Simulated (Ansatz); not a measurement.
## Vibrational response of Ni₃O₂

These are results of DFT PBEsol, scalar-relativistic, plane waves, PAW in Ansatz 0.2.0, not measurements. Settings: 420 eV plane-wave cutoff, Γ-centred 12×12×12 mesh, Fermi-Dirac smearing of 0.15 eV. No spin polarisation. Phonons by linear response, acoustic sum rule imposed.

Relaxed structure:
```
Ni O
1.0
     2.85485    1.64825    1.91960
    -2.85485    1.64825    1.91960
     0.00000   -3.29650    1.91960
Ni O
3 2
Direct
  0.50000 0.00000 0.00000
  0.00000 0.50000 0.00000
  0.00000 0.00000 0.50000
  0.27720 0.27720 0.27720
  0.72280 0.72280 0.72280
```

The cell was built by swapping an element in a database structure (itself possibly hypothetical) and relaxing; it need not be the stable form of this composition. In a metal, frequencies and elastic constants depend on the k mesh and the smearing, soft modes and shear constants most. Spin polarisation was left out, and a magnetic state may lie lower. A semilocal functional can close a gap that the real compound has.

**Question.** Is this structure stable against zone-centre distortions?

**Answer.** Yes, at Γ: no optical mode is imaginary. Strains and other wave vectors aren't tested by this run.

**Question.** List the optical modes at Γ (i marks imaginary ones).

**Answer.**
```tsv
frequency (cm⁻¹)	degeneracy
165	1
171	2
200	1
209	2
398	1
488	1
596	2
687	2
```